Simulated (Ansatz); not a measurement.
TiO$_{2}$:
```yaml
crystal:
  lattice:
    - [4.80445, 0.00000, 0.00000]
    - [0.00000, 4.86676, 0.00000]
    - [-0.86515, 0.00000, 4.96648]
  atoms:
    - { symbol: Ti, position: [0.27700, 0.44548, 0.71460] }
    - { symbol: Ti, position: [0.72300, 0.55452, 0.28540] }
    - { symbol: Ti, position: [0.72300, 0.94548, 0.78540] }
    - { symbol: Ti, position: [0.27700, 0.05452, 0.21460] }
    - { symbol: O, position: [0.44635, 0.74204, 0.96328] }
    - { symbol: O, position: [0.55365, 0.25796, 0.03672] }
    - { symbol: O, position: [0.55365, 0.24204, 0.53672] }
    - { symbol: O, position: [0.44635, 0.75796, 0.46328] }
    - { symbol: O, position: [0.06348, 0.32225, 0.35236] }
    - { symbol: O, position: [0.93652, 0.67775, 0.64764] }
    - { symbol: O, position: [0.93652, 0.82225, 0.14764] }
    - { symbol: O, position: [0.06348, 0.17775, 0.85236] }
```

Relaxed with r²SCAN. Special points in fractions of this cell's reciprocal vectors: Γ (0.000, 0.000, 0.000); Z (0.000, 0.500, 0.000); D (0.000, 0.500, 0.500); B (0.000, 0.000, 0.500); A (-0.500, 0.000, 0.500); E (-0.500, 0.500, 0.500); C2 (-0.500, 0.500, 0.000); Y2 (-0.500, 0.000, 0.000).

### Question
List the band energies nearest the valence-band maximum at these points for r²SCAN in the plane-wave PAW code Ansatz.

### Answer
In eV from the valence-band maximum; about four levels below and three above (degenerate sets whole), none deeper than 8.9 eV; points with the same levels are listed once.

```json
[
 {"k": "Γ", "below": "-0.71 -0.60 -0.06 0.00", "above": "2.83 2.93 3.30"},
 {"k": "Z", "below": "-0.97 -0.97 -0.38 -0.38", "above": "3.23 3.23 3.57 3.57"},
 {"k": "D", "below": "-1.14 -1.14 -0.87 -0.87", "above": "3.07 3.07 3.20 3.20"},
 {"k": "B", "below": "-1.09 -1.09 -0.43 -0.43", "above": "3.03 3.03 3.25 3.25"},
 {"k": "A", "below": "-1.10 -1.10 -0.66 -0.66", "above": "2.75 2.75 3.65 3.65"},
 {"k": "E", "below": "-1.21 -1.21 -0.95 -0.95", "above": "2.96 2.96 3.29 3.29"},
 {"k": "C2", "below": "-1.00 -1.00 -0.78 -0.78", "above": "3.08 3.08 3.35 3.35"},
 {"k": "Y2", "below": "-0.87 -0.78 -0.54 -0.10", "above": "2.70 3.24 3.25"}
]
```

Space group P2_1/c. The workflow started from a Materials Project entry (that database holds measured and hypothetical structures alike); the Crystallography Open Database files this formula in space group No. 14, but the cells were not matched. It is not the phase usual at ambient conditions (space group No. 61, 136, 141). Symmetry was held in the r²SCAN relaxation; of distortions, only those at the zone centre were tested. No spin polarisation was allowed.

Potentials: the earlier of the program's two PAW sets.
